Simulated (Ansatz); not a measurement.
RuB2 (space group Pmmn)

```xyz
6
Lattice="2.8305 0.0000 0.0000 0.0000 4.5978 0.0000 0.0000 0.0000 4.0000" Properties=species:S:1:pos:R:3 pbc="T T T"
B      0.0000     3.6973     1.4516
B      0.0000     0.9004     1.4516
B      1.4152     3.1993     2.5485
B      1.4152     1.3985     2.5485
Ru     0.0000     0.0000     3.3956
Ru     1.4152     2.2989     0.6044
```

Method: LDA (plane waves to 420 eV, PAW, scalar-relativistic; Ansatz, an electronic-structure program). DFPT wavenumbers on a 16×10×12 k mesh, in cm⁻¹ and rounded to 5; i marks imaginary ones, q is in fractions of the reciprocal vectors of the cell shown, and the three acoustic modes at Γ are left out. RuB2 is run without spin polarisation. RuB2 was relaxed with its symmetry unable to fall.

Question: Is the structure dynamically stable at Γ, X = (0.5, 0.0, 0.0), Y = (0.0, 0.5, 0.0), S = (0.5, 0.5, 0.0)?

Answer: No imaginary mode at these points (lowest 130 cm⁻¹ at Y = (0.0, 0.5, 0.0)); other wave vectors were not tested.

Question: Predict the phonon wavenumbers at Γ, X = (0.5, 0.0, 0.0), Y = (0.0, 0.5, 0.0), S = (0.5, 0.5, 0.0).

Answer: 
| q | wavenumbers (cm⁻¹) |
|---|---|
| Γ | 140, 215, 285, 440, 445, 465, 565, 585, 650, 665, 680, 690, 710, 715, 845 |
| X = (0.5, 0.0, 0.0) | 210 (×2), 230 (×2), 280 (×2), 480 (×2), 550 (×2), 615 (×2), 690 (×2), 710 (×2), 745 (×2) |
| Y = (0.0, 0.5, 0.0) | 130 (×2), 160 (×2), 245 (×2), 450 (×2), 495 (×2), 645 (×2), 650 (×2), 705 (×2), 730 (×2) |
| S = (0.5, 0.5, 0.0) | 150 (×2), 240 (×2), 260 (×2), 465 (×2), 565 (×2), 655 (×2), 690 (×2), 695 (×2), 725 (×2) |
